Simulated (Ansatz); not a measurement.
**CsLiCr2Te2S3: changing the dispersion correction**

The cell as given:

```yaml
crystal:
  lattice:
    - [7.05684, 0.00000, 0.00788]
    - [0.00000, 3.98060, 0.00000]
    - [-2.68302, 0.00000, 8.67869]
  atoms:
    - { symbol: Cs, position: [0.07739, 0.00000, 0.37706] }
    - { symbol: Li, position: [0.86424, 0.50000, 0.78883] }
    - { symbol: Cr, position: [0.12646, 0.00000, 0.94616] }
    - { symbol: Cr, position: [0.59290, 0.50000, 0.97165] }
    - { symbol: Te, position: [0.50838, 0.00000, 0.15270] }
    - { symbol: Te, position: [0.55612, 0.00000, 0.74893] }
    - { symbol: S, position: [0.87426, 0.00000, 0.68502] }
    - { symbol: S, position: [0.25176, 0.50000, 0.84402] }
    - { symbol: S, position: [0.96294, 0.50000, 0.05357] }
```

The cell comes from a database or a generator and needn't be the stable form of this composition.

Kept alike: task relaxation of cell and atoms; functional PBE; k mesh 3 × 5 × 3; occupations fermi-dirac, width 0.05 eV; collinear spin, ferromagnetic start. Program: Ansatz, Ansatz PAW, cutoff 420 eV. The mesh is that of the run's cell of 9 atoms. No spin-orbit coupling.

```csv
dispersion correction,volume (Å³/atom),first edge of the run's cell (Å),third edge of the run's cell (Å)
D3(BJ),25.223,6.981,8.760
D3(BJ)-ATM,25.445,6.984,8.807
D4,25.453,6.973,8.833
```

Relaxations stop with a little pressure left, so the last digits of a volume or edge aren't settled. The runs hold the magnetic state that their start led to, which needn't be the lowest.

**Question.** What does the dispersion correction change here?

**Answer.** The volume runs from 25.223 (D3(BJ)) to 25.453 Å³/atom (D4). The first edge of the run's cell runs from 6.973 (D4) to 6.984 Å (D3(BJ)-ATM). The third edge of the run's cell runs from 8.760 (D3(BJ)) to 8.833 Å (D4).
